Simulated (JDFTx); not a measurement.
System: toluene, C7H8 (SMILES Cc1ccccc1), charge 0, multiplicity 1; geometry: optimised with GFN2-xTB in vacuum (no frequencies checked; largest PBE force component 0.5 eV/Å). Z-matrix (Å, degrees):
```
C
C 1 1.3892
H 2 1.0811 1 119.47
C 2 1.3836 3 119.78 1 -179.88
H 4 1.0806 2 119.89 3 0.02
C 4 1.3842 5 119.94 2 -179.90
H 6 1.0799 4 120.12 5 0.09
C 6 1.3844 7 120.31 4 -179.85
H 8 1.0806 6 120.01 7 -0.05
C 8 1.3837 9 119.86 6 -179.83
H 10 1.0813 8 119.78 9 -0.13
C 1 1.4995 2 120.66 3 1.13
H 12 1.0876 1 110.94 2 -150.20
H 12 1.0880 13 108.98 1 -122.35
H 12 1.0906 13 108.01 14 -117.11
```

All numbers are PBE, GBRV ultrasoft potentials, plane waves to 20/100 Ha results from a modified build of JDFTx, not measurements. Liquid: CANDLE, water, 2 M NaCl. The liquid run sits in a periodic box with 3.75 Å from the outermost atoms to the faces; the vacuum run is isolated. The box matters at about 0.01 eV. Solvation energy here means the total energy in the continuum liquid minus that in vacuum, same nuclei, nothing added for thermal motion or standard states.

The solvation energy comes out as -0.9 kcal/mol, the part: cavitation term of the fluid is 14.9 kcal/mol and the part: dispersion term of the fluid comes out as -12.7 kcal/mol. The part: electrostatic term of the fluid is -3.9 kcal/mol, the part: distortion of the solute's electrons is 0.8 kcal/mol and the dipole moment in vacuum is 0.42 D. The dipole moment in the liquid is 0.61 D, the highest occupied level in vacuum (zero: vacuum level) is -6.02 eV and the highest occupied level in the liquid (zero: bulk electrolyte) is -5.95 eV. The volume of the model's cavity is 308.5 Å³. The rough cost, vacuum and liquid run is 4 min and 4 min of core time.
